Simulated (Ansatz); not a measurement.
A geometry of MgF₂ away from equilibrium: step 2 of the relaxation of a relaxed MgF2 cell shaken by Gaussian noise of σ = 0.08 Å a coordinate. Method: PBEsol (plane waves to 420 eV, PAW, scalar-relativistic; Ansatz, a quantum-chemistry and plane-wave program). Γ-centred k-mesh 4×4×8 on the run's cell (coarser than for final values), Fermi–Dirac smearing 0.05 eV.

```yaml
crystal:
  lattice:
    - [6.38629, -0.05665, 0.00342]
    - [-3.24221, 5.59191, -0.00299]
    - [0.00162, -0.00070, 3.06652]
  atoms:
    - { symbol: F, position: [0.33410, 0.00907, 0.92365] }
    - { symbol: F, position: [0.99572, 0.33191, 0.97326] }
    - { symbol: F, position: [0.68187, 0.67747, 0.97459] }
    - { symbol: F, position: [0.66491, 0.99615, 0.01146] }
    - { symbol: F, position: [0.01407, 0.67185, 0.10434] }
    - { symbol: F, position: [0.33524, 0.34710, 0.98604] }
    - { symbol: Mg, position: [0.99190, 0.98988, 0.46419] }
    - { symbol: Mg, position: [0.33981, 0.66112, 0.97638] }
    - { symbol: Mg, position: [0.66839, 0.33006, 0.97201] }
```

Task: What forces act on the atoms (eV/Å)?

Result: 
```json
[
 {"atom": "F1", "Fx": "-0.35", "Fy": "0.27", "Fz": "-1.24"},
 {"atom": "F2", "Fx": "-0.39", "Fy": "0.20", "Fz": "-0.79"},
 {"atom": "F3", "Fx": "0.78", "Fy": "0.08", "Fz": "-0.76"},
 {"atom": "F4", "Fx": "-0.34", "Fy": "-0.23", "Fz": "0.75"},
 {"atom": "F5", "Fx": "0.06", "Fy": "0.00", "Fz": "1.62"},
 {"atom": "F6", "Fx": "0.52", "Fy": "-0.21", "Fz": "0.40"},
 {"atom": "Mg7", "Fx": "0.11", "Fy": "-0.33", "Fz": "-0.23"},
 {"atom": "Mg8", "Fx": "-0.43", "Fy": "0.18", "Fz": "0.11"},
 {"atom": "Mg9", "Fx": "0.03", "Fy": "0.04", "Fz": "0.15"}
]
```

Task: What is the pressure?

Result: 0.0 GPa, compression positive.

No spin polarisation in the result.

The end of the path is a generated cell of MgF2: the first start was made by a random draw of sites in a space group, and the end was not matched to a known phase here, so it may be hypothetical. Known forms of MgF2 include space group No. 136.
